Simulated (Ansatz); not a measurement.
# Diamond alloy of Si and Ge (52 of 64 Si sites exchanged), 64 atoms

Ansatz, PAW, plane waves. PBEsol relaxation of volume and atoms (shape held) at the single k point (½, ½, ½); single points on the relaxed atoms at the Γ point alone, onto which points of the small cell's zone fold. Arrangement: quasirandom. No spin–orbit coupling unless named.

Relaxed structure:

```cif
data_structure
_symmetry_space_group_name_H-M 'P 1'
_symmetry_Int_Tables_number 1
_cell_length_a 11.2491
_cell_length_b 11.2491
_cell_length_c 11.2491
_cell_angle_alpha 90.000
_cell_angle_beta 90.000
_cell_angle_gamma 90.000
_cell_volume 1423.47
loop_
_atom_site_label
_atom_site_type_symbol
_atom_site_fract_x
_atom_site_fract_y
_atom_site_fract_z
_atom_site_occupancy
Si1 Si 0.99946 0.00063 0.00034 1
Si2 Si 0.50209 0.49887 0.49748 1
Si3 Si 0.87609 0.37383 0.12701 1
Si4 Si 0.87475 0.37595 0.62464 1
Si5 Si 0.87353 0.87654 0.62669 1
Si6 Si 0.24899 0.50024 0.25058 1
Si7 Si 0.75315 0.99885 0.74845 1
Si8 Si 0.87507 0.62449 0.87486 1
Si9 Si 0.99863 0.25231 0.24737 1
Si10 Si 0.00253 0.75168 0.25172 1
Si11 Si 0.12252 0.87320 0.37392 1
Si12 Si 0.62472 0.37730 0.37725 1
Ge1 Ge 0.99889 0.99679 0.49928 1
Ge2 Ge 0.99639 0.50096 0.00220 1
Ge3 Ge 0.99860 0.49847 0.50036 1
Ge4 Ge 0.50131 0.00068 0.99957 1
Ge5 Ge 0.50086 0.00064 0.50081 1
Ge6 Ge 0.49981 0.50031 0.00053 1
Ge7 Ge 0.12003 0.12529 0.12518 1
Ge8 Ge 0.12413 0.12503 0.62365 1
Ge9 Ge 0.12442 0.62536 0.12947 1
Ge10 Ge 0.12283 0.62621 0.62516 1
Ge11 Ge 0.62573 0.12691 0.12599 1
Ge12 Ge 0.62906 0.12389 0.62655 1
Ge13 Ge 0.62710 0.62424 0.12480 1
Ge14 Ge 0.62503 0.62272 0.62245 1
Ge15 Ge 0.24830 0.25049 0.00139 1
Ge16 Ge 0.24951 0.25134 0.49831 1
Ge17 Ge 0.24838 0.75023 0.00106 1
Ge18 Ge 0.24757 0.75030 0.49696 1
Ge19 Ge 0.75343 0.25081 0.00183 1
Ge20 Ge 0.75024 0.25448 0.50043 1
Ge21 Ge 0.75362 0.74897 0.99817 1
Ge22 Ge 0.75200 0.75216 0.50186 1
Ge23 Ge 0.37288 0.37731 0.12764 1
Ge24 Ge 0.37792 0.37683 0.62214 1
Ge25 Ge 0.37461 0.87528 0.12564 1
Ge26 Ge 0.37371 0.87483 0.62398 1
Ge27 Ge 0.88028 0.87448 0.12490 1
Ge28 Ge 0.24606 0.99886 0.25166 1
Ge29 Ge 0.24883 0.00032 0.75054 1
Ge30 Ge 0.25055 0.50100 0.74901 1
Ge31 Ge 0.75208 0.00045 0.24934 1
Ge32 Ge 0.75119 0.49704 0.25124 1
Ge33 Ge 0.75368 0.50029 0.74954 1
Ge34 Ge 0.37480 0.12501 0.37511 1
Ge35 Ge 0.37474 0.12610 0.87524 1
Ge36 Ge 0.37478 0.62082 0.37485 1
Ge37 Ge 0.37494 0.62604 0.87530 1
Ge38 Ge 0.87687 0.12875 0.37352 1
Ge39 Ge 0.87533 0.12157 0.87472 1
Ge40 Ge 0.87726 0.62752 0.37398 1
Ge41 Ge 0.99722 0.25087 0.74789 1
Ge42 Ge 0.99536 0.75126 0.75117 1
Ge43 Ge 0.50135 0.25333 0.25307 1
Ge44 Ge 0.50184 0.25029 0.74982 1
Ge45 Ge 0.50047 0.74873 0.25052 1
Ge46 Ge 0.50066 0.74978 0.74851 1
Ge47 Ge 0.12375 0.37528 0.37056 1
Ge48 Ge 0.12315 0.37609 0.87482 1
Ge49 Ge 0.12180 0.87690 0.87723 1
Ge50 Ge 0.62726 0.37564 0.87577 1
Ge51 Ge 0.62596 0.87551 0.37534 1
Ge52 Ge 0.62856 0.87634 0.87216 1
```

(1) What are the mean bond lengths by pair (pairs within 1.2 times the sum of covalent radii, less contacts 15 % beyond the pair's median; cation–cation pairs of compounds aside; long ionic contacts are cut short by that bound)?

(2) What gap lies between the top filled and the lowest empty level in the single points?

Answers

(1) Ge–Ge 2.451 ± 0.007 Å (standard deviation, 84 bonds); Ge–Si 2.410 ± 0.006 Å (standard deviation, 40 bonds); Si–Si 2.366 ± 0.002 Å (standard deviation, 4 bonds).

(2) HSE06 1.00 eV (43 s on NVIDIA GB300). An indirect band minimum needn't fold onto Γ of this cell; where it doesn't, these gaps are too wide.
